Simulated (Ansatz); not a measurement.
Consider the following.

TaS₂:
```
CELL_PARAMETERS angstrom
     -2.42973     2.42973     4.92049
      2.42973    -2.42973     4.92049
      2.42973     2.42973    -4.92049
ATOMIC_POSITIONS crystal
  Ta 0.50000 0.50000 0.00000
  Ta 0.25000 0.75000 0.50000
  S  0.24481 0.24481 0.00000
  S  0.99481 0.49481 0.50000
  S  0.50519 0.00519 0.50000
  S  0.75519 0.75519 0.00000
```

This is the PBE-relaxed structure.

Q: All from PBE in the plane-wave PAW code Ansatz, unless another level is named. Estimate the electronic character.

A: metallic (no gap).

Q: Give the density of states at the Fermi level.

A: 0.36 states/eV per atom (mean over ±0.08 eV).

Q: Predict the formation energy from the elements (no fitted shifts).

A: -0.86 eV/atom.

Space group I4_1/amd (anatase). The cell is a constructed one: a structure type filled with these elements; neither database checked (COD, Materials Project) lists it. It is not the phase usual at ambient conditions (space group No. 164). Symmetry was held in the PBE relaxation; its stability against distortions is not shown here. The run is not spin-polarised. The references are the lowest solids computed at this level, not always the standard phases. Scalar-relativistic: spin–orbit coupling is off unless named, which matters more the heavier the elements.

Potentials: the later of the program's two PAW sets.
